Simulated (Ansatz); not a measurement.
Input for Ansatz (plane-wave DFT, PAW):

```yaml
crystal:
  lattice:
    - [2.5901486096, 0.0, 0.0]
    - [-1.2950743048, 2.2431344955, 0.0]
    - [0.0, 0.0, 11.5731055567]
  atoms:
    - { symbol: B, position: [0.0, 0.0, 0.4237945784] }
    - { symbol: B, position: [0.0, 0.0, 0.5762054216] }
    - { symbol: B, position: [0.6666666667, 0.3333333333, 0.0230723828] }
    - { symbol: B, position: [0.3333333333, 0.6666666667, 0.9769276172] }
    - { symbol: O, position: [0.6666666667, 0.3333333333, 0.375386021] }
    - { symbol: O, position: [0.3333333333, 0.6666666667, 0.624613979] }
basis:
  ecutwfc: 420
kpoints:
  mp_grid: { grid: [18, 18, 4] }
hamiltonian:
  xc: pbe
scf:
  occupations: { method: gaussian, width: 0.1 }
output:
  forces: true
  stress: true
  eigenvalues: true
relax:
  adjacent_minimum: "off"
  f_tol: 0.01
  max_steps: 30
  cell: { stress_tol: 0.1, fix: [volume] }
```

Command:
```bash
ansatz run input.yaml --threads 1 --pin off --max-ram 2560MiB --backend cpu --events-out ev --progress --plain --runs-dir out
```

Computed with DFT PBE, scalar-relativistic, plane waves, PAW in Ansatz 0.2.0.

Abridged output:

```
Pseudopotentials: kind: paw
Pseudopotential: B, paw, valence charge 3, recommended cutoff 420 eV (normal)
Pseudopotential: O, paw, valence charge 6, recommended cutoff 420 eV (normal)
Functional definition: PBE
Crystal: 6 atoms, lattice volume = 67.240 Å³
Basis set: ecut = 420 eV, 1353 PW (Γ), exchange–correlation on 36×36×160 points (8 copies of the dense FFT grid, shifted against one another)
Bands: 18, of which v1, the nominal top of the filled ones, is band 12 counted from 1 (11 counted from 0)
Symmetry: 12 space group operations
Space group: P-3m1 (ITA 164), of the structure as read, at distance tolerance 4.1e-5 Å
k-points: 138 of 1296
Initial density: superposition of atomic densities (neutral atoms: chi_scale 0, normalization atom), corrected by the library's trained network
Initial wavefunctions: pseudopotential atomic-orbital guess
Functional: x = pbe(κ = 0.804, μ = 0.21951497), c = pbe(β = 0.06672455)
SCF iter   1: F=—  HF=-1756.391025 eV  |F-HF|=—  |Δ(HF+E_count)|=         —  Δρ=6.87e-3  dr2=1.24e-2  ethr=1.77e-3  ⟨swp⟩=5.9  Hψ=13388  notcnv=0  defer=7
SCF iter   2: F=—  HF=-1756.394863 eV  |F-HF|=—  |Δ(HF+E_count)|=   3.84e-3  Δρ=1.29e-3  dr2=2.71e-3  ethr=5.15e-5  ⟨swp⟩=2.0  Hψ=5320  notcnv=0  defer=59
SCF iter   3: F=—  HF=-1756.394387 eV  |F-HF|=—  |Δ(HF+E_count)|=   4.76e-4  Δρ=7.91e-4  dr2=1.38e-3  ethr=1.13e-5  ⟨swp⟩=2.1  Hψ=3638  notcnv=0  defer=59
SCF iter   4: F=—  HF=-1756.393995 eV  |F-HF|=—  |Δ(HF+E_count)|=   3.92e-4  Δρ=3.98e-4  dr2=1.10e-4  ethr=5.75e-6  ⟨swp⟩=2.0  Hψ=3807  notcnv=0  defer=51
SCF iter   5: F=—  HF=-1756.393959 eV  |F-HF|=—  |Δ(HF+E_count)|=   3.59e-5  Δρ=7.71e-5  dr2=4.60e-6  ethr=4.60e-7  ⟨swp⟩=2.0  Hψ=3683  notcnv=0  defer=45
SCF iter   6: F=—  HF=-1756.393956 eV  |F-HF|=—  |Δ(HF+E_count)|=   3.27e-6  Δρ=1.82e-5  dr2=2.21e-7  ethr=1.92e-8  ⟨swp⟩=2.0  Hψ=3796  notcnv=0  defer=43
SCF iter   7: F=-1756.393957 eV  HF=-1756.393957 eV  |F-HF|=2.14e-9  |Δ(HF+E_count)|=   3.45e-7  Δρ=3.22e-6  dr2=7.22e-9  ethr=4.17e-10  ⟨swp⟩=10.0  Hψ=12273  notcnv=0
SCF 1 converged in 7 iterations: F = -1756.393957 eV  dr2 = 7.22e-9
relax step   1: F+E_penalty+E_count = -1756.39395657 eV  Δ(F+E_penalty+E_count) = +0.000e0 eV  max|allowed force component| = 3.594e-1 eV/Å  Δτ_max = 0.0000 Å  P = -4.052 GPa  Ω = 67.240 Å³  fix = [volume]  reactions: volume -4.052 GPa (7 SCF iters, dr2 threshold 1.00e-7 eV, accepted)
Initial density: handed on by an earlier stage of this run
Initial wavefunctions: those handed on with the density
SCF iter   1: F=—  HF=-1756.413399 eV  |F-HF|=—  |Δ(HF+E_count)|=         —  Δρ=4.68e-3  dr2=4.98e-3  ethr=2.08e-5  ⟨swp⟩=1.5  Hψ=16420  notcnv=0
SCF iter   2: F=—  HF=-1756.415580 eV  |F-HF|=—  |Δ(HF+E_count)|=   2.18e-3  Δρ=4.04e-3  dr2=1.01e-2  ethr=2.08e-5  ⟨swp⟩=2.0  Hψ=4864  notcnv=0
SCF iter   3: F=—  HF=-1756.412926 eV  |F-HF|=—  |Δ(HF+E_count)|=   2.65e-3  Δρ=5.85e-4  dr2=1.26e-4  ethr=2.08e-5  ⟨swp⟩=2.0  Hψ=3777  notcnv=0
SCF iter   4: F=—  HF=-1756.412984 eV  |F-HF|=—  |Δ(HF+E_count)|=   5.85e-5  Δρ=1.56e-4  dr2=4.11e-6  ethr=5.24e-7  ⟨swp⟩=2.1  Hψ=3821  notcnv=0
SCF iter   5: F=-1756.412997 eV  HF=-1756.412996 eV  |F-HF|=9.57e-7  |Δ(HF+E_count)|=   1.16e-5  Δρ=3.36e-5  dr2=2.17e-7  ethr=2.50e-9  ⟨swp⟩=8.0  Hψ=13565  notcnv=0
SCF 2 converged in 5 iterations: F = -1756.412997 eV  dr2 = 2.17e-7
relax step   2: F+E_penalty+E_count = -1756.41299679 eV  Δ(F+E_penalty+E_count) = -1.904e-2 eV  max|allowed force component| = 1.713e-1 eV/Å  Δτ_max = 0.0220 Å  P = -1.936 GPa  Ω = 67.240 Å³  energy of the carried Pulay correction = -1.129e-16 eV  fix = [volume]  reactions: volume -1.936 GPa (5 SCF iters, dr2 threshold 6.00e-7 eV, accepted)
Basis set: ecut = 420 eV, 1329 PW (Γ), exchange–correlation on 36×36×160 points (8 copies of the dense FFT grid, shifted against one another)
SCF iter   1: F=—  HF=-1756.418527 eV  |F-HF|=—  |Δ(HF+E_count)|=         —  Δρ=3.80e-3  dr2=3.79e-3  ethr=1.60e-5  ⟨swp⟩=1.4  Hψ=16225  notcnv=0
SCF iter   2: F=—  HF=-1756.420404 eV  |F-HF|=—  |Δ(HF+E_count)|=   1.88e-3  Δρ=4.00e-3  dr2=9.37e-3  ethr=1.58e-5  ⟨swp⟩=2.0  Hψ=4701  notcnv=0  recentre
SCF iter   3: F=—  HF=-1756.418089 eV  |F-HF|=—  |Δ(HF+E_count)|=   2.31e-3  Δρ=1.44e-3  dr2=7.78e-4  ethr=1.58e-5  ⟨swp⟩=2.0  Hψ=4034  notcnv=0
SCF iter   4: F=—  HF=-1756.417962 eV  |F-HF|=—  |Δ(HF+E_count)|=   1.28e-4  Δρ=1.61e-4  dr2=4.92e-6  ethr=3.24e-6  ⟨swp⟩=2.1  Hψ=3798  notcnv=0
SCF iter   5: F=—  HF=-1756.418031 eV  |F-HF|=—  |Δ(HF+E_count)|=   6.88e-5  Δρ=4.72e-5  dr2=8.58e-7  ethr=2.50e-9  ⟨swp⟩=8.3  Hψ=14253  notcnv=0
SCF iter   6: F=-1756.418032 eV  HF=-1756.418032 eV  |F-HF|=2.92e-7  |Δ(HF+E_count)|=   9.67e-7  Δρ=1.98e-5  dr2=8.52e-8  ethr=2.50e-9  ⟨swp⟩=6.6  Hψ=11537  notcnv=0
SCF 3 converged in 6 iterations: F = -1756.418032 eV  dr2 = 8.52e-8
relax step   3: F+E_penalty+E_count = -1756.41803180 eV  Δ(F+E_penalty+E_count) = -5.035e-3 eV  max|allowed force component| = 2.212e-2 eV/Å  Δτ_max = 0.0180 Å  P = -0.133 GPa  Ω = 67.240 Å³  fix = [volume]  reactions: volume -0.133 GPa (6 SCF iters, dr2 threshold 6.00e-7 eV, accepted)
SCF iter   1: F=—  HF=-1756.418011 eV  |F-HF|=—  |Δ(HF+E_count)|=         —  Δρ=3.09e-4  dr2=1.82e-5  ethr=7.34e-8  ⟨swp⟩=2.1  Hψ=13898  notcnv=0
SCF iter   2: F=—  HF=-1756.418067 eV  |F-HF|=—  |Δ(HF+E_count)|=   5.65e-5  Δρ=2.30e-4  dr2=2.68e-5  ethr=7.34e-8  ⟨swp⟩=2.0  Hψ=4079  notcnv=0
SCF iter   3: F=—  HF=-1756.418063 eV  |F-HF|=—  |Δ(HF+E_count)|=   4.52e-6  Δρ=1.28e-4  dr2=1.09e-5  ethr=7.34e-8  ⟨swp⟩=2.0  Hψ=4019  notcnv=0
SCF iter   4: F=—  HF=-1756.418060 eV  |F-HF|=—  |Δ(HF+E_count)|=   2.78e-6  Δρ=4.13e-5  dr2=9.03e-7  ethr=4.55e-8  ⟨swp⟩=2.0  Hψ=3303  notcnv=0
SCF iter   5: F=-1756.418060 eV  HF=-1756.418060 eV  |F-HF|=2.41e-8  |Δ(HF+E_count)|=   2.37e-7  Δρ=6.11e-6  dr2=2.75e-8  ethr=1.27e-10  ⟨swp⟩=4.0  Hψ=10963  notcnv=0
SCF 4 converged in 5 iterations: F = -1756.418060 eV  dr2 = 2.75e-8
relax step   4: F+E_penalty+E_count = -1756.41805959 eV  Δ(F+E_penalty+E_count) = -2.779e-5 eV  max|allowed force component| = 6.143e-3 eV/Å  Δτ_max = 0.0018 Å  P = -0.213 GPa  Ω = 67.240 Å³  fix = [volume]  reactions: volume -0.213 GPa (5 SCF iters, dr2 threshold 3.06e-8 eV, accepted)
Initial wavefunctions: pseudopotential atomic-orbital guess (no wavefunctions were taken with the density)
SCF iter   1: F=—  HF=-1756.418984 eV  |F-HF|=—  |Δ(HF+E_count)|=         —  Δρ=1.49e-4  dr2=1.48e-6  ethr=1.11e-7  ⟨swp⟩=3.5  Hψ=20749  notcnv=0
SCF iter   2: F=—  HF=-1756.419198 eV  |F-HF|=—  |Δ(HF+E_count)|=   2.14e-4  Δρ=1.17e-5  dr2=5.66e-8  ethr=6.15e-9  ⟨swp⟩=2.3  Hψ=4159  notcnv=0
SCF iter   3: F=—  HF=-1756.419198 eV  |F-HF|=—  |Δ(HF+E_count)|=   8.35e-9  Δρ=8.54e-6  dr2=3.94e-8  ethr=2.36e-10  ⟨swp⟩=2.1  Hψ=4159  notcnv=0
SCF iter   4: F=—  HF=-1756.419198 eV  |F-HF|=—  |Δ(HF+E_count)|=   1.22e-8  Δρ=1.05e-6  dr2=1.87e-9  ethr=1.64e-10  ⟨swp⟩=2.0  Hψ=3690  notcnv=0
SCF iter   5: F=—  HF=-1756.419198 eV  |F-HF|=—  |Δ(HF+E_count)|=  1.11e-10  Δρ=1.02e-6  dr2=1.09e-9  ethr=1.00e-12  ⟨swp⟩=7.1  Hψ=11457  notcnv=0
SCF iter   6: F=-1756.419198 eV  HF=-1756.419198 eV  |F-HF|=1.62e-10  |Δ(HF+E_count)|=  2.27e-10  Δρ=4.50e-7  dr2=2.05e-10  ethr=1.00e-12  ⟨swp⟩=3.2  Hψ=9538  notcnv=0
SCF 5 converged in 6 iterations: F = -1756.419198 eV  dr2 = 2.05e-10
SCF iter   1: F=—  HF=-1756.419221 eV  |F-HF|=—  |Δ(HF+E_count)|=         —  Δρ=4.55e-4  dr2=6.40e-5  ethr=2.40e-7  ⟨swp⟩=2.2  Hψ=15481  notcnv=0
SCF iter   2: F=—  HF=-1756.419311 eV  |F-HF|=—  |Δ(HF+E_count)|=   9.04e-5  Δρ=5.33e-4  dr2=1.81e-4  ethr=2.40e-7  ⟨swp⟩=2.0  Hψ=4104  notcnv=0
SCF iter   3: F=—  HF=-1756.419266 eV  |F-HF|=—  |Δ(HF+E_count)|=   4.48e-5  Δρ=1.42e-4  dr2=1.34e-5  ethr=2.40e-7  ⟨swp⟩=2.0  Hψ=4020  notcnv=0
SCF iter   4: F=—  HF=-1756.419261 eV  |F-HF|=—  |Δ(HF+E_count)|=   5.24e-6  Δρ=2.06e-5  dr2=2.62e-7  ethr=5.57e-8  ⟨swp⟩=2.0  Hψ=3637  notcnv=0
SCF iter   5: F=-1756.419261 eV  HF=-1756.419261 eV  |F-HF|=3.32e-11  |Δ(HF+E_count)|=   2.10e-8  Δρ=2.45e-6  dr2=5.79e-9  ethr=2.14e-10  ⟨swp⟩=6.3  Hψ=12320  notcnv=0
SCF 6 converged in 5 iterations: F = -1756.419261 eV  dr2 = 5.79e-9
relax step   6: F+E_penalty+E_count = -1756.41926090 eV  Δ(F+E_penalty+E_count) = -6.290e-5 eV  max|allowed force component| = 1.163e-2 eV/Å  Δτ_max = 0.0018 Å  P = -0.046 GPa  Ω = 67.240 Å³  energy of the carried Pulay correction = -3.850e-5 eV  fix = [volume]  reactions: volume -0.046 GPa (5 SCF iters, dr2 threshold 5.13e-8 eV, accepted)
SCF iter   1: F=—  HF=-1756.419253 eV  |F-HF|=—  |Δ(HF+E_count)|=         —  Δρ=4.70e-4  dr2=1.25e-4  ethr=4.92e-7  ⟨swp⟩=2.1  Hψ=14969  notcnv=0
SCF iter   2: F=—  HF=-1756.419239 eV  |F-HF|=—  |Δ(HF+E_count)|=   1.45e-5  Δρ=4.15e-4  dr2=1.06e-4  ethr=4.92e-7  ⟨swp⟩=2.0  Hψ=3895  notcnv=0
SCF iter   3: F=—  HF=-1756.419225 eV  |F-HF|=—  |Δ(HF+E_count)|=   1.36e-5  Δρ=1.99e-4  dr2=2.49e-5  ethr=4.40e-7  ⟨swp⟩=2.0  Hψ=3697  notcnv=0
SCF iter   4: F=—  HF=-1756.419270 eV  |F-HF|=—  |Δ(HF+E_count)|=   4.53e-5  Δρ=5.47e-5  dr2=1.63e-6  ethr=1.04e-7  ⟨swp⟩=2.0  Hψ=3622  notcnv=0
SCF iter   5: F=—  HF=-1756.419271 eV  |F-HF|=—  |Δ(HF+E_count)|=   3.89e-7  Δρ=9.71e-6  dr2=4.73e-8  ethr=6.80e-9  ⟨swp⟩=2.0  Hψ=3681  notcnv=0
SCF iter   6: F=-1756.419271 eV  HF=-1756.419271 eV  |F-HF|=1.85e-9  |Δ(HF+E_count)|=   3.30e-8  Δρ=1.51e-6  dr2=2.79e-9  ethr=3.52e-11  ⟨swp⟩=6.6  Hψ=12530  notcnv=0
SCF 7 converged in 6 iterations: F = -1756.419271 eV  dr2 = 2.79e-9
relax step   7: F+E_penalty+E_count = -1756.41927076 eV  Δ(F+E_penalty+E_count) = -9.866e-6 eV  max|allowed force component| = 1.912e-4 eV/Å  Δτ_max = 0.0025 Å  P = -0.040 GPa  Ω = 67.240 Å³  energy of the carried Pulay correction = -6.828e-5 eV  fix = [volume]  reactions: volume -0.040 GPa (6 SCF iters, dr2 threshold 8.46e-9 eV, accepted)
SCF iter   1: F=—  HF=-1756.419259 eV  |F-HF|=—  |Δ(HF+E_count)|=         —  Δρ=4.65e-5  dr2=6.04e-8  ethr=1.28e-7  ⟨swp⟩=3.4  Hψ=20685  notcnv=0
SCF iter   2: F=—  HF=-1756.419350 eV  |F-HF|=—  |Δ(HF+E_count)|=   9.10e-5  Δρ=3.30e-6  dr2=7.91e-9  ethr=2.52e-10  ⟨swp⟩=3.1  Hψ=5039  notcnv=0
SCF iter   3: F=—  HF=-1756.419350 eV  |F-HF|=—  |Δ(HF+E_count)|=   1.04e-8  Δρ=4.45e-6  dr2=1.43e-8  ethr=3.30e-11  ⟨swp⟩=2.0  Hψ=4106  notcnv=0
SCF iter   4: F=—  HF=-1756.419350 eV  |F-HF|=—  |Δ(HF+E_count)|=   1.39e-9  Δρ=1.28e-6  dr2=1.22e-9  ethr=3.30e-11  ⟨swp⟩=2.0  Hψ=3642  notcnv=0
SCF iter   5: F=-1756.419350 eV  HF=-1756.419350 eV  |F-HF|=3.39e-11  |Δ(HF+E_count)|=  4.64e-11  Δρ=3.99e-7  dr2=9.85e-11  ethr=1.00e-12  ⟨swp⟩=4.5  Hψ=11614  notcnv=0
SCF 8 converged in 5 iterations: F = -1756.419350 eV  dr2 = 9.85e-11
SCF converged after 5 iterations
Free energy (F): -1756.419350 eV
Harris-Foulkes:  -1756.419350 eV  (|F-HF|=3.39e-11)
Internal energy: -1756.413988 eV  (E = F + TS)
E sigma→0 (E₀):  -1756.416669 eV
Entropy (-TS):   -0.005362 eV (-0.894 meV/atom)
Fermi energy:    4.445197 eV
--- Per-component energies (eV) ---
  E_band       = -112.964597
  E_kinetic    = 540.196699
  E_local      = -2491.158352  (includes V_loc(G=0)·N_el)
  E_nonlocal   = 145.912969
  E_hartree    = 1055.530020
  E_xc         = -272.606329
  E_vxc        = -336.188991  (∫ρ·V_xc dr)
  E_paw        = -631.104645  (= ΣΔE_a)
  E_vpaw       = -82.791800  (= ΣTr[D̂ρ^β])
  E_aug_tail   = 0.004973  (compensation charges beyond the density's cutoff)
  E_ewald      = -103.189323
  E_smearing   = -0.005362  (= −TS)
--- Forces (eV/Å), atoms counted from 1 ---
  atom   1  B      0.00000000     0.00000000     0.00002641
  atom   2  B      0.00000000     0.00000000    -0.00002641
  atom   3  B      0.00000000     0.00000000     0.00015301
  atom   4  B      0.00000000     0.00000000    -0.00015301
  atom   5  O      0.00000000     0.00000000     0.00032499
  atom   6  O      0.00000000     0.00000000    -0.00032499
--- Stress (GPa, compression-positive) ---
       -0.048268       0.000000       0.000000
        0.000000      -0.048268       0.000000
        0.000000       0.000000      -0.021032
  P = ⅓ Tr σ = -0.0392 GPa (-0.392 kbar)
--- Band table (eV; the first three rows and the last of 138) ---
  k-point 0: bands = ["-19.3093", "-18.7827", "-8.1711", "-6.2236", "-1.8465", "-0.9757", "-0.9757", "-0.8769", "-0.8769", "-0.0054", "2.7505", "7.5257", "8.0092", "8.0092", "8.6258", "9.5938", "10.7198", "10.7198"]
  k-point 1: bands = ["-19.3093", "-18.7827", "-8.1711", "-6.2239", "-1.8419", "-0.9757", "-0.9757", "-0.8768", "-0.8768", "-0.0192", "2.7700", "7.4318", "8.0092", "8.0092", "8.7906", "9.4856", "10.7197", "10.7197"]
  k-point 2: bands = ["-19.3093", "-18.7827", "-8.1710", "-6.2242", "-1.8367", "-0.9760", "-0.9760", "-0.8772", "-0.8772", "-0.0328", "2.7897", "7.3511", "8.0091", "8.0091", "9.0054", "9.3166", "10.7197", "10.7197"]
  k-point 137: bands = ["-16.7381", "-16.7381", "-6.5257", "-5.8184", "-5.8184", "-5.7924", "-1.2294", "-1.2294", "-0.9109", "-0.9109", "-0.8636", "0.9147", "7.3691", "7.3691", "9.4131", "9.4131", "13.0824", "14.1097"]
--- Relaxed structure (6 steps of the walk, 6 accepted, 2 SCFs on fresh bases) ---
  F+E_penalty+E_count = -1756.41934969 eV   max|allowed force component| = 3.250e-4 eV/Å   (the final SCF, on the basis selected at the relaxed cell)
  cell:  # Å, volume = 67.2403 Å³
    - [2.56536941, 0.0, 0.0]
    - [-1.28268470, 2.22167508, 0.0]
    - [0.0, 0.0, 11.79775720]
  atoms:
    - { symbol: B, position: [0.0, 0.0, 0.42597715] }
    - { symbol: B, position: [0.0, 0.0, 0.57402284] }
    - { symbol: B, position: [0.66666666, 0.33333333, 0.02233975] }
    - { symbol: B, position: [0.33333333, 0.66666666, 0.97766024] }
    - { symbol: O, position: [0.66666666, 0.33333333, 0.37895564] }
    - { symbol: O, position: [0.33333333, 0.66666666, 0.62104435] }
```

The relaxation met its thresholds.

It took 66 s on 1 thread of Arm Neoverse V2, on a shared host, peak memory 0.42 GiB.

The cell holds layers, and where no dispersion correction was added their binding is poorly described. Spin polarisation was left out, and a magnetic state may lie lower.